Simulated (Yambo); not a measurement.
G0W0@LDA for Rb₃RhF₆ (space group Fm-3m, No. 225) in Yambo. Reference settings: 2×2×2 Γ-centred k mesh, bands 5 to 282 and a 7 Ry block in the screening, 282 bands in G with the Bruneval-Gonze terminator, plasmon pole fitted at 27.2 eV. The LDA gap X → X on this mesh is 2.03 eV; G0W0 gaps are taken between the same points.

Gap (X → X) in eV against the number of bands and the screening block, terminator on:

| bands (W and G) | 2 Ry | 3 Ry | 4 Ry | 6 Ry | 7 Ry |
|---|---|---|---|---|---|
| 76 | 6.640 | 6.228 | 6.101 | 6.015 | 6.016 |
| 113 | 6.390 | 6.005 | 5.883 | 5.808 | 5.808 |
| 162 | 6.341 | 5.945 | 5.821 | 5.748 | 5.744 |
| 221 | 6.329 | 5.921 | 5.791 | 5.714 | 5.715 |
| 282 | 6.352 | 5.928 | 5.796 | 5.717 | 5.716 |

Rough cost of the Yambo step against the reference (shared machines):

```json
[
 {"bands (W and G)": "76", "2 Ry": "1/6", "3 Ry": "1/6", "4 Ry": "1/6", "6 Ry": "1/5", "7 Ry": "1/4"},
 {"bands (W and G)": "113", "2 Ry": "1/4", "3 Ry": "1/4", "4 Ry": "1/3", "6 Ry": "1/4", "7 Ry": "1/3"},
 {"bands (W and G)": "162", "2 Ry": "1/3", "3 Ry": "1/2", "4 Ry": "1/2", "6 Ry": "1/2", "7 Ry": "~1"},
 {"bands (W and G)": "221", "2 Ry": "~1", "3 Ry": "1/2", "4 Ry": "1/2", "6 Ry": "~1", "7 Ry": "~1"},
 {"bands (W and G)": "282", "2 Ry": "~1", "3 Ry": "~1", "4 Ry": "~1", "6 Ry": "~1", "7 Ry": "1"}
]
```

At the largest block the last step in bands moves the gap by 0.001 eV; at the most bands the last step in the block moves it by -0.001 eV.

Spin-orbit splittings are left out.

Geometry of the Materials Project entry, not relaxed at this level; primitive cell a = b = c = 6.4438 Å, α = β = γ = 60.00°.

The structure is a Materials Project entry; no match was found in the copy of COD used, and its stability was not checked.
